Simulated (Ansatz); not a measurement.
A relaxation computed with Ansatz, from input to last step.

```yaml
crystal:
  lattice:
    - [4.6000532193, -2.6558315307, -0.0013016593]
    - [-4.6002824268, -2.6562285473, -0.0004031812]
    - [0.0006469042, -0.0021260667, -6.6325384455]
  atoms:
    - { symbol: B, position: [0.9988609349, 0.3293111286, 0.2531793235] }
    - { symbol: B, position: [0.0052241674, 0.3355027831, 0.7476191077] }
    - { symbol: B, position: [0.3312690684, 0.9989340294, 0.2532979423] }
    - { symbol: B, position: [0.3311577317, 0.9927607996, 0.7475870766] }
    - { symbol: B, position: [0.6687345335, 0.6667912268, 0.2532185344] }
    - { symbol: B, position: [0.662399182, 0.6666978619, 0.747478425] }
    - { symbol: B, position: [0.3313120649, 0.3292258374, 0.2533207918] }
    - { symbol: B, position: [0.3311574828, 0.335343957, 0.7476063898] }
    - { symbol: B, position: [0.6687002044, 0.9988961094, 0.2532314689] }
    - { symbol: B, position: [0.6623516885, 0.9926211704, 0.7475005298] }
    - { symbol: B, position: [0.998940355, 0.6665707276, 0.2531411093] }
    - { symbol: B, position: [0.0052420805, 0.6667149247, 0.747570923] }
    - { symbol: Mg, position: [0.9994016059, 0.9982736121, 0.5018771781] }
    - { symbol: Mo, position: [0.3324192821, 0.6644875589, 0.4837324831] }
    - { symbol: Mo, position: [0.3335878902, 0.6651316586, 0.0197822426] }
    - { symbol: Mo, position: [0.6662339135, 0.3315226272, 0.5094127482] }
    - { symbol: Mo, position: [0.9995800052, 0.997990214, 0.9926609127] }
    - { symbol: Hf, position: [0.6663353284, 0.3315948129, 0.9973611206] }
  symmetry: { detect: false }
basis:
  ecutwfc: 420
kpoints:
  mp_grid: { grid: [5, 5, 3] }
hamiltonian:
  xc: pbe
scf:
  occupations: { method: gaussian, width: 0.1 }
  lower_state_search: "off"
output:
  forces: true
  stress: true
  eigenvalues: true
relax:
  adjacent_minimum: "off"
  f_tol: 0.04
  max_steps: 25
  cell: { stress_tol: 0.3 }
```

```bash
ansatz run input.yaml --threads 4 --pin off --max-ram 9216MiB --backend cpu --events-out ev --progress --plain --runs-dir out
```

These are results of Ansatz, DFT PBE, scalar-relativistic, plane waves, PAW, not measurements.

Of 4 frames 4 are shown, positions in Å and forces in eV/Å; the SCF threshold varies from step to step. Steps run on the plane waves of an earlier cell, with a Pulay correction in the pressure. The basis is chosen afresh for the last frame, the zero of the energies, and can be on the way; energy and pressure step there, also at an unchanged geometry.

```xyz
18
Lattice="4.6001 -2.6558 -0.0013 -4.6003 -2.6562 -0.0004 0.0006 -0.0021 -6.6325" Properties=species:S:1:pos:R:3:forces:R:3 pbc="T T T" step=1 free_energy_over_end_meV_per_atom=0.15 pressure_GPa=0.33
B     3.0801   -3.5281   -1.6807    0.0130    0.0130   -0.0080
B    -1.5189   -0.9066   -4.9588    0.0320    0.1020    0.0100
B    -3.0714   -3.5337   -1.6808   -0.0110   -0.0040   -0.0080
B    -3.0432   -3.5181   -4.9592   -0.0910   -0.0230    0.0070
B     0.0089   -3.5477   -1.6806    0.0190    0.0040   -0.0110
B    -0.0194   -3.5317   -4.9588    0.0730   -0.0710    0.0040
B     0.0097   -1.7549   -1.6807    0.0090    0.0120   -0.0050
B    -0.0189   -1.7718   -4.9591    0.0680    0.0690    0.0070
B    -1.5190   -4.4298   -1.6808   -0.0060   -0.0130   -0.0100
B    -1.5190   -4.3973   -4.9591    0.0320   -0.1010    0.0030
B     1.5289   -4.4241   -1.6805   -0.0120    0.0040   -0.0130
B    -3.0425   -1.7865   -4.9586   -0.0980    0.0290    0.0100
Mg    0.0053   -5.3070   -3.3304    0.0070   -0.0010   -0.0010
Mo   -1.5274   -2.6489   -3.2091   -0.0050   -0.0120    0.1200
Mo   -1.5253   -2.6527   -0.1319   -0.0130    0.0050   -0.0380
Mo    1.5399   -2.6511   -3.3797   -0.0040   -0.0100    0.0530
Mo    0.0077   -5.3077   -6.5856   -0.0140   -0.0040    0.0120
Hf    1.5404   -2.6526   -6.6160    0.0010    0.0010   -0.1320
18
Lattice="4.6015 -2.6570 -0.0004 -4.6012 -2.6565 -0.0001 0.0002 -0.0007 -6.6386" Properties=species:S:1:pos:R:3:forces:R:3 pbc="T T T" step=2 free_energy_over_end_meV_per_atom=0.06 pressure_GPa=-0.04
B     3.0816   -3.5285   -1.6821    0.0100    0.0020   -0.0030
B    -1.5189   -0.9040   -4.9618    0.0080    0.0650   -0.0100
B    -3.0724   -3.5338   -1.6825   -0.0040    0.0010   -0.0020
B    -3.0451   -3.5183   -4.9624   -0.0540   -0.0200   -0.0080
B     0.0095   -3.5481   -1.6820    0.0050    0.0010   -0.0060
B    -0.0179   -3.5327   -4.9621    0.0500   -0.0370   -0.0090
B     0.0098   -1.7544   -1.6824    0.0000    0.0040   -0.0010
B    -0.0177   -1.7704   -4.9623    0.0460    0.0360   -0.0080
B    -1.5190   -4.4305   -1.6823    0.0000   -0.0040   -0.0050
B    -1.5188   -4.3991   -4.9621    0.0100   -0.0630   -0.0100
B     1.5292   -4.4249   -1.6820   -0.0060   -0.0040   -0.0050
B    -3.0449   -1.7849   -4.9619   -0.0580    0.0240   -0.0090
Mg    0.0062   -5.3076   -3.3320    0.0030   -0.0020   -0.0080
Mo   -1.5279   -2.6496   -3.2062    0.0010   -0.0070    0.0440
Mo   -1.5264   -2.6525   -0.1338   -0.0040    0.0060   -0.0050
Mo    1.5401   -2.6517   -3.3792    0.0010   -0.0010    0.0080
Mo    0.0069   -5.3080   -6.5899   -0.0010   -0.0030    0.0060
Hf    1.5408   -2.6519   -6.6289   -0.0060    0.0010    0.0310
18
Lattice="4.6023 -2.6573 -0.0001 -4.6022 -2.6571 0.0000 0.0001 -0.0002 -6.6354" Properties=species:S:1:pos:R:3:forces:R:3 pbc="T T T" step=3 free_energy_over_end_meV_per_atom=0.02 pressure_GPa=-0.03
B     3.0824   -3.5287   -1.6810    0.0040   -0.0010   -0.0030
B    -1.5190   -0.9016   -4.9600    0.0020    0.0130   -0.0020
B    -3.0733   -3.5344   -1.6812    0.0010    0.0020   -0.0030
B    -3.0477   -3.5191   -4.9603   -0.0090   -0.0030    0.0000
B     0.0096   -3.5486   -1.6810    0.0000    0.0010   -0.0050
B    -0.0165   -3.5342   -4.9602    0.0090   -0.0060   -0.0010
B     0.0098   -1.7544   -1.6812   -0.0040    0.0000   -0.0030
B    -0.0164   -1.7690   -4.9603    0.0070    0.0060    0.0000
B    -1.5194   -4.4314   -1.6810   -0.0010    0.0000   -0.0050
B    -1.5189   -4.4016   -4.9602    0.0000   -0.0120   -0.0010
B     1.5292   -4.4256   -1.6810   -0.0020   -0.0030   -0.0040
B    -3.0475   -1.7841   -4.9600   -0.0120    0.0030   -0.0020
Mg    0.0063   -5.3084   -3.3302    0.0010   -0.0020   -0.0040
Mo   -1.5282   -2.6506   -3.2022    0.0030   -0.0040    0.0190
Mo   -1.5273   -2.6524   -0.1336   -0.0020    0.0040   -0.0020
Mo    1.5404   -2.6518   -3.3766    0.0010    0.0020   -0.0110
Mo    0.0065   -5.3087   -6.5868    0.0000   -0.0010    0.0040
Hf    1.5405   -2.6518   -6.6255    0.0020    0.0000    0.0220
18
Lattice="4.6023 -2.6573 -0.0001 -4.6022 -2.6571 0.0000 0.0001 -0.0002 -6.6354" Properties=species:S:1:pos:R:3:forces:R:3 pbc="T T T" step=4 free_energy_over_end_meV_per_atom=0.00 pressure_GPa=-0.03
B     3.0824   -3.5287   -1.6810    0.0040   -0.0010   -0.0030
B    -1.5190   -0.9016   -4.9600    0.0020    0.0130   -0.0020
B    -3.0733   -3.5344   -1.6812    0.0010    0.0020   -0.0030
B    -3.0477   -3.5191   -4.9603   -0.0090   -0.0030    0.0000
B     0.0096   -3.5486   -1.6810    0.0000    0.0010   -0.0050
B    -0.0165   -3.5342   -4.9602    0.0090   -0.0060   -0.0010
B     0.0098   -1.7544   -1.6812   -0.0040    0.0000   -0.0030
B    -0.0164   -1.7690   -4.9603    0.0070    0.0060    0.0000
B    -1.5194   -4.4314   -1.6810   -0.0010    0.0000   -0.0050
B    -1.5189   -4.4016   -4.9602    0.0000   -0.0120   -0.0010
B     1.5292   -4.4256   -1.6810   -0.0020   -0.0030   -0.0040
B    -3.0475   -1.7841   -4.9600   -0.0120    0.0030   -0.0020
Mg    0.0063   -5.3084   -3.3302    0.0010   -0.0020   -0.0040
Mo   -1.5282   -2.6506   -3.2022    0.0030   -0.0040    0.0190
Mo   -1.5273   -2.6524   -0.1336   -0.0020    0.0040   -0.0020
Mo    1.5404   -2.6518   -3.3766    0.0010    0.0020   -0.0110
Mo    0.0065   -5.3087   -6.5868    0.0000   -0.0010    0.0040
Hf    1.5405   -2.6518   -6.6255    0.0020    0.0000    0.0230
```

Time: 59 s on 4 threads of AMD EPYC 7B13 (Zen 3) (shared host), peak memory 0.92 GiB.

The k mesh is coarse. Spin–orbit coupling is left out, which can shift energies with elements as heavy as these.